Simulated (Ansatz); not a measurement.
# Sb started on an I site in cubic perovskite CsSnI3, 40 atoms, charge −2

These are results of DFT, PBEsol, PAW, plane waves in Ansatz 0.2.0, not measurements.

Command:

```sh
ansatz run in.yaml --threads 8 --pin off --max-ram 118750MiB --runs-dir r --events-out ev --progress --plain --backend cuda --devices 0, --max-vram 170GiB
```

The input less its lattice and atoms:

```yaml
crystal:
  symmetry: { detect: false }
kpoints:
  mp_grid: { grid: [1, 1, 1], shift: [0.25, 0.25, 0.25] }
hamiltonian:
  xc: pbesol
total_charge: -2
scf:
  occupations: { method: fermi_dirac, width: 0.01 }
relax:
  f_tol: 0.03
  max_steps: 80
  escape_saddle: false
  adjacent_minimum: "off"
output:
  forces: true
  eigenvalues: true
  populations: true
  charged_corrections: { epsilon: 30 }
```

Start:

```
Cs Sn I Sb
1.0
    12.31446    0.00000    0.00000
     0.00000   12.31446    0.00000
     0.00000    0.00000   12.31446
Cs Sn I Sb
8 8 23 1
Direct
  0.99876 0.99509 0.99898
  0.00185 0.00183 0.50068
  0.00050 0.50139 0.99987
  0.99940 0.50011 0.49878
  0.49929 0.99957 0.00153
  0.49933 0.00015 0.50332
  0.50100 0.50169 0.00119
  0.50213 0.49899 0.49877
  0.24849 0.24804 0.24933
  0.25311 0.24812 0.74964
  0.25048 0.75001 0.25196
  0.25077 0.74635 0.74953
  0.75210 0.25100 0.25044
  0.74764 0.25144 0.75183
  0.75009 0.74940 0.24982
  0.74689 0.75103 0.74784
  0.25138 0.25030 0.99912
  0.25088 0.74691 0.99946
  0.25161 0.74698 0.49872
  0.74787 0.24903 0.00146
  0.75105 0.25097 0.50237
  0.74833 0.74681 0.00126
  0.75030 0.74797 0.50037
  0.00198 0.24725 0.24886
  0.00155 0.25120 0.74681
  0.99803 0.75103 0.25255
  0.00036 0.75181 0.74912
  0.49947 0.24915 0.25199
  0.49951 0.25026 0.75132
  0.50096 0.74920 0.25083
  0.50096 0.75393 0.75078
  0.24852 0.99968 0.25122
  0.24691 0.99837 0.74913
  0.24997 0.49879 0.24991
  0.25046 0.50271 0.74987
  0.74902 0.00064 0.24849
  0.74953 0.00446 0.75034
  0.74968 0.50044 0.25144
  0.74916 0.49759 0.74809
  0.24859 0.24646 0.50147
```

Steps:

```csv
step,energy less the first (eV),largest force component (eV/Å)
start,0.000,1.539
1,-0.640,0.901
2,-0.962,0.314
3,-1.100,0.254
4,-1.111,0.427
5,-1.124,0.015
6,-1.124,0.015
```

A structure on the way, about -0.96 eV from the start:

```
Cs Sn I Sb
1.0
    12.31446    0.00000    0.00000
     0.00000   12.31446    0.00000
     0.00000    0.00000   12.31446
Cs Sn I Sb
8 8 23 1
Cartesian
  0.0703 0.0323 12.3069
  0.1856 0.1829 6.1825
  0.1024 6.0829 12.3093
  0.1429 5.9990 6.1537
  6.0691 0.0896 0.0176
  5.9881 0.1616 6.1950
  6.0773 6.0882 0.0119
  6.0309 5.9901 6.1304
  3.0903 3.0765 3.4188
  3.0682 3.0499 8.8849
  3.0814 9.2274 3.0913
  3.0679 9.2158 9.2439
  9.2445 3.0723 3.0796
  9.2288 3.0861 9.2400
  9.2370 9.2300 3.0843
  9.2201 9.2411 9.2193
  3.0945 3.0735 12.3135
  3.0821 9.2125 0.0038
  3.0930 9.2134 6.1613
  9.2215 3.0781 0.0030
  9.2417 3.0792 6.1635
  9.2329 9.2076 0.0071
  9.2334 9.2241 6.1598
  12.2880 3.0595 2.9872
  12.2703 3.0916 9.3201
  12.3043 9.2406 3.0965
  12.3052 9.2439 9.2440
  6.1979 3.0827 3.0038
  6.1860 3.0780 9.3203
  6.1647 9.2235 3.0802
  6.1592 9.2710 9.2465
  3.0757 12.2694 3.0033
  3.0439 12.2665 9.3362
  3.0796 6.1828 2.9845
  3.0860 6.1888 9.3113
  9.2298 12.3015 3.0647
  9.2371 0.0054 9.2452
  9.2407 6.1583 3.0887
  9.2173 6.1635 9.2241
  3.0743 3.0624 6.1413
```

End:

```
Cs Sn I Sb
1.0
    12.31446    0.00000    0.00000
     0.00000   12.31446    0.00000
     0.00000    0.00000   12.31446
Cs Sn I Sb
8 8 23 1
Cartesian
  0.2611 0.2424 0.0307
  0.3030 0.3023 6.1694
  0.2840 5.9064 0.0116
  0.2781 5.8647 6.1328
  5.8980 0.2623 0.0138
  5.8531 0.2898 6.1759
  5.8914 5.8874 12.3049
  5.8895 5.8510 6.1151
  3.0951 3.0936 3.3906
  3.0558 3.0583 8.9313
  3.0858 9.2440 3.0747
  3.0689 9.2204 9.2442
  9.2480 3.0763 3.0723
  9.2211 3.0679 9.2445
  9.2416 9.2338 3.0817
  9.2261 9.2253 9.2339
  3.0812 3.0716 0.0018
  3.0663 9.2336 0.0025
  3.0855 9.2407 6.1607
  9.2202 3.0910 0.0003
  9.2453 3.0526 6.1599
  9.2493 9.2088 0.0021
  9.2254 9.2456 6.1590
  12.2975 3.0694 2.9605
  12.2775 3.0849 9.3664
  0.0092 9.2570 3.0860
  12.3108 9.1949 9.2332
  6.1900 3.1001 2.9719
  6.1693 3.0378 9.3522
  6.1603 9.2125 3.0723
  6.1450 9.2576 9.2514
  3.0983 12.2938 2.9711
  3.0338 12.2794 9.3572
  3.0845 6.1873 2.9640
  3.0909 6.1706 9.3607
  9.2354 0.0004 3.0538
  9.2606 12.3086 9.2533
  9.2569 6.1505 3.1074
  9.1796 6.1428 9.2151
  3.0757 3.0863 6.1606
```

Self-consistency was reached.

Time: 6.2 s of wall time on one NVIDIA GB200 with 8 processor threads, on a host shared with other runs; peak host memory 2.3 GiB.

(1) How much energy did the relaxation gain, and which atom moved most?

The one k point has no symmetry partners, which can distort the end along one axis.

## Answers

(1) 1.12 eV in 6 steps, from a start with small random displacements (the gain also holds any tilting of the ideal host); atom 8 (Cs) moved 0.42 Å, the median atom 0.06 Å (drift of the whole cell removed).
